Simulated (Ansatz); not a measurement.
The cell below belongs to a search over invented structures; it isn't taken from experiment.

Input and command of a plane-wave DFT calculation in Ansatz:

```yaml
crystal:
  lattice:
    - [3.1371674, 0.0, 0.0]
    - [-1.5685837, 2.7168666643, 0.0]
    - [0.0, 0.0, 9.4738067041]
  atoms:
    - { symbol: Zn, position: [0.3333333333, 0.6666666667, 0.2732775914] }
    - { symbol: Zn, position: [0.6666666667, 0.3333333333, 0.5678805618] }
    - { symbol: Zn, position: [0.0, 0.0, 0.9874108672] }
    - { symbol: Zn, position: [0.3333333333, 0.6666666667, 0.7911274222] }
    - { symbol: O, position: [0.0, 0.0, 0.1918803314] }
    - { symbol: O, position: [0.3333333333, 0.6666666667, 0.4774232261] }
basis:
  ecutwfc: 420
kpoints:
  mp_grid: { grid: [12, 12, 4] }
hamiltonian:
  xc: pbe
scf:
  occupations: { method: gaussian, width: 0.1 }
output:
  forces: true
  stress: true
  eigenvalues: true
relax:
  adjacent_minimum: "off"
  f_tol: 0.01
  max_steps: 30
  cell: { stress_tol: 0.1, fix: [volume] }
```

```bash
ansatz run input.yaml --threads 1 --pin off --max-ram 2560MiB --backend cpu --events-out ev --progress --plain --runs-dir out
```

Processor: Intel(R) Xeon(R) Processor @ 2.50GHz (Skylake/Cascade Lake), 1 thread, on a host shared with other jobs.

**Question.** Estimate time, memory and problem size.

**Answer.** About 3.1 min, peak memory 0.46 GiB. It solves 36 bands at 69 k points (after reduction by symmetry) with about 1555 plane waves, in 45 SCF iterations over 5 ionic steps.
